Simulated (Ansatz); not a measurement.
A relaxation computed with Ansatz, from input to last step.

```yaml
crystal:
  lattice:
    - [4.1335137347, 0.0, 0.0]
    - [0.0, 4.1335137347, 0.0]
    - [0.0, 0.0, 4.1335137347]
  atoms:
    - { symbol: In, position: [0.0, 0.0, 0.0] }
    - { symbol: W, position: [0.0, 0.5, 0.5] }
    - { symbol: W, position: [0.5, 0.0, 0.5] }
    - { symbol: W, position: [0.5, 0.5, 0.0] }
basis:
  ecutwfc: 420
kpoints:
  mp_grid: { grid: [4, 4, 4] }
hamiltonian:
  xc: pbe
scf:
  occupations: { method: gaussian, width: 0.1 }
  lower_state_search: "off"
output:
  forces: true
  stress: true
  eigenvalues: true
relax:
  adjacent_minimum: "off"
  f_tol: 0.04
  max_steps: 70
  cell: { stress_tol: 0.4 }
```

```bash
ansatz run input.yaml --threads 1 --pin off --max-ram 2560MiB --backend cpu --events-out ev --progress --plain --runs-dir out
```

Theory: Ansatz, DFT PBE, scalar-relativistic, plane waves, PAW.

Of 5 frames 5 are shown, positions in Å and forces in eV/Å; the SCF threshold varies from step to step. Steps run on the plane waves of an earlier cell, with a Pulay correction in the pressure. The basis is chosen afresh for the last frame, the zero of the energies, and at times for earlier ones too; energy and pressure step there, also at an unchanged geometry. The mark taken_back stands on steps that the optimiser undid.

```xyz
4
Lattice="4.1335 0.0000 0.0000 0.0000 4.1335 0.0000 0.0000 0.0000 4.1335" Properties=species:S:1:pos:R:3:forces:R:3 pbc="T T T" step=1 free_energy_over_end_meV_per_atom=17.14 pressure_GPa=-8.06
In    0.0000    0.0000    0.0000    0.0000    0.0000    0.0000
W     0.0000    2.0668    2.0668    0.0000    0.0000    0.0000
W     2.0668    0.0000    2.0668    0.0000    0.0000    0.0000
W     2.0668    2.0668    0.0000    0.0000    0.0000    0.0000
4
Lattice="3.9320 0.0000 0.0000 0.0000 3.9320 0.0000 0.0000 0.0000 3.9320" Properties=species:S:1:pos:R:3:forces:R:3 pbc="T T T" step=2 free_energy_over_end_meV_per_atom=166.55 pressure_GPa=33.00 taken_back
In    0.0000    0.0000    0.0000    0.0000    0.0000    0.0000
W     0.0000    1.9660    1.9660    0.0000    0.0000    0.0000
W     1.9660    0.0000    1.9660    0.0000    0.0000    0.0000
W     1.9660    1.9660    0.0000    0.0000    0.0000    0.0000
4
Lattice="4.0907 0.0000 0.0000 0.0000 4.0907 0.0000 0.0000 0.0000 4.0907" Properties=species:S:1:pos:R:3:forces:R:3 pbc="T T T" step=3 free_energy_over_end_meV_per_atom=0.32 pressure_GPa=-1.55
In    0.0000    0.0000    0.0000    0.0000    0.0000    0.0000
W     0.0000    2.0453    2.0453    0.0000    0.0000    0.0000
W     2.0453    0.0000    2.0453    0.0000    0.0000    0.0000
W     2.0453    2.0453    0.0000    0.0000    0.0000    0.0000
4
Lattice="4.0808 0.0000 0.0000 0.0000 4.0808 0.0000 0.0000 0.0000 4.0808" Properties=species:S:1:pos:R:3:forces:R:3 pbc="T T T" step=4 free_energy_over_end_meV_per_atom=-0.30 pressure_GPa=0.11
In    0.0000    0.0000    0.0000    0.0000    0.0000    0.0000
W     0.0000    2.0404    2.0404    0.0000    0.0000    0.0000
W     2.0404    0.0000    2.0404    0.0000    0.0000    0.0000
W     2.0404    2.0404    0.0000    0.0000    0.0000    0.0000
4
Lattice="4.0808 0.0000 0.0000 0.0000 4.0808 0.0000 0.0000 0.0000 4.0808" Properties=species:S:1:pos:R:3:forces:R:3 pbc="T T T" step=5 free_energy_over_end_meV_per_atom=0.00 pressure_GPa=0.11
In    0.0000    0.0000    0.0000    0.0000    0.0000    0.0000
W     0.0000    2.0404    2.0404    0.0000    0.0000    0.0000
W     2.0404    0.0000    2.0404    0.0000    0.0000    0.0000
W     2.0404    2.0404    0.0000    0.0000    0.0000    0.0000
```

The start puts this composition into another compound's structure type, which needn't suit it. At the end the space group is Pm-3m (tolerance 0.05 Å).

The run took 7.7 s on 1 thread of Intel(R) Xeon(R) Platinum 8375C CPU @ 2.90GHz (Ice Lake), on a shared host, peak memory 0.4 GiB.

The k mesh is coarse. Spin–orbit coupling is left out, which can shift energies with elements as heavy as these.